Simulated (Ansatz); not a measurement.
A distorted cell of Nb3Au (A15, Cr3Si type):

```yaml
crystal:
  lattice:
    - [5.12171, 0.00000, 0.00000]
    - [0.00000, 5.12171, 0.00000]
    - [0.00000, 0.00000, 5.12171]
  atoms:
    - { symbol: Nb, position: [0.50000, 0.25000, 0.00000] }
    - { symbol: Nb, position: [0.50000, 0.75000, 0.00000] }
    - { symbol: Nb, position: [0.25000, 0.00000, 0.50000] }
    - { symbol: Nb, position: [0.75000, 0.00000, 0.50000] }
    - { symbol: Nb, position: [0.00000, 0.50000, 0.25000] }
    - { symbol: Nb, position: [0.00000, 0.50000, 0.75000] }
    - { symbol: Au, position: [0.50000, 0.50000, 0.50000] }
    - { symbol: Au, position: [0.00000, 0.00000, 0.00000] }
```

Calculation: r2SCAN (plane waves to 500 eV, PAW, scalar-relativistic; Ansatz, a quantum-chemistry and plane-wave program). k mesh 9×9×9 (Γ-centred), Fermi-Dirac smearing 0.05 eV. The energy includes the smearing's −TS. Stress and pressure are positive under compression. Nb3Au is run without spin polarisation. Nb3Au was relaxed with its symmetry unable to fall. Spin-orbit coupling is left out, though Au is heavy.

**Question.** What is the stress tensor (GPa)?

**Answer.** 
```
   11.9      0.0      0.0
    0.0     11.9      0.0
    0.0      0.0     11.9
```
The pressure, a third of the trace, is 11.9 GPa.

**Question.** It is the relaxed cell scaled evenly to V/V₀ = 0.947, atoms relaxed where free. What is its energy relative to the relaxed cell?

**Answer.** 33 meV/atom.

(Under strain, the slope of the energy per volume gives the stress and its curvature an elastic modulus.)
